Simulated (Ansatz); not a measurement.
**Slab of rocksalt TiC (100), 2 layers**

The slab is cut from the rocksalt crystal, which needn't be the stable phase, as relaxed on PAW files (10.17 Å³/atom), with 16 Å of vacuum and a dipole correction:

```yaml
crystal:
  lattice:
    - [3.06370, 0.00000, 0.00000]
    - [0.00000, 3.06370, 0.00000]
    - [0.00000, 0.00000, 18.16640]
  atoms:
    - { symbol: Ti, position: [0.00000, 0.00000, 0.44037] }
    - { symbol: C, position: [0.50000, 0.50000, 0.44037] }
    - { symbol: Ti, position: [0.50000, 0.50000, 0.55963] }
    - { symbol: C, position: [0.00000, 0.00000, 0.55963] }
```

Computed with Ansatz 0.2.0; functional PBE, scalar-relativistic. Settings: a Γ-centred 13×13×1 k mesh, Fermi–Dirac smearing of 0.05 eV, no spin polarisation. Methods: LAPW: all electrons, basis error target 1 meV/atom; PAW: frozen-core files, cutoff 420 eV.

The bulk energy comes from a cell in the slab's orientation on a 13×13×10 mesh. The surface energy is (E(slab) − N·E(bulk))/2A at zero smearing, the mean of both faces; thin slabs carry quantum-size effects.

Question: As cut, the LAPW slab lies 2.163 eV above 4 atoms of bulk. What surface energy is that?

Answer: Over two faces of 9.39 Å² it is 115.2 meV/Å², and times 16.02 J/m² per eV/Å² that gives γ = 1.846 J/m².

Question: What do relaxation and the other method give, and what work function comes out?

Answer: 

| method | γ as cut (J/m²) | γ relaxed (J/m²) | Φ as cut (eV) | Φ relaxed (eV) |
| --- | --- | --- | --- | --- |
| LAPW | 1.846 | 1.772 | 3.53 | 3.84 |
| PAW | 1.843 | 1.769 | 3.52 | 3.84 |

Question: How do the spacings between the planes relax?

Answer: From the bottom face up: d12 -3.1 % of 2.166 Å. The outer plane rumples by 0.068 Å.

Question: What changes if the images along the normal are cut off in place of the dipole correction?

Answer: LAPW then gives: no gap, work function 3.84 eV; PAW: no gap, work function 3.84 eV.
